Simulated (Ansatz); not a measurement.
## Compressing ZrVSi: a fit and a missing row

ZrVSi, P4/nmm, a = 3.678 Å, c = 7.231 Å. The structure is a COD entry; whether it is the stable form wasn't checked. Ansatz: r2SCAN, PAW, 500 eV, Γ-centred 10×10×6 mesh on 6 atoms, Gaussian smearing 0.10 eV; no spin polarisation. Shape and atoms are relaxed at each volume; pressure is positive in compression.

```
V (Å³/atom) P (GPa)
     14.350        ?
     14.839    18.44
     15.328    11.37
     15.817     5.27
     16.306     0.01
     16.796    -4.51
     17.285    -8.40
     17.937   -12.74
```

Q: Take V0 = 16.306 Å³/atom, count pressures from its P0 = 0.01 GPa, fit the third-order Birch–Murnaghan form to the other rows, and predict the missing pressure.

A: With the Eulerian strain f = ½[(V0/V)^(2/3) − 1] and y = (P − P0)/[3f(1 + 2f)^(5/2)], the form is the line y = B0 + 1.5 B0 (B0′ − 4) f. Rows (f, y): 0.03243, 161.9; 0.02105, 162.3; 0.01025, 162.6; -0.00977, 162.0; -0.01906, 162.1; -0.03079, 161.8. Means f = 0.0006850, y = 162.12; Σ(Δf)² = 0.003004, ΣΔfΔy = 0.01299; the slope is their ratio. y = 162.1 + 4.326 f GPa, so B0 = 162.1 GPa and B0′ = 4 + 2 × (4.326)/(3 × 162.1) = 4.02. At V = 14.350, f = 0.04446, y = 162.29 and P = 26.79 GPa. The run gave 26.67 GPa, so the fit is 0.12 GPa too high, a small miss on the scale of the series.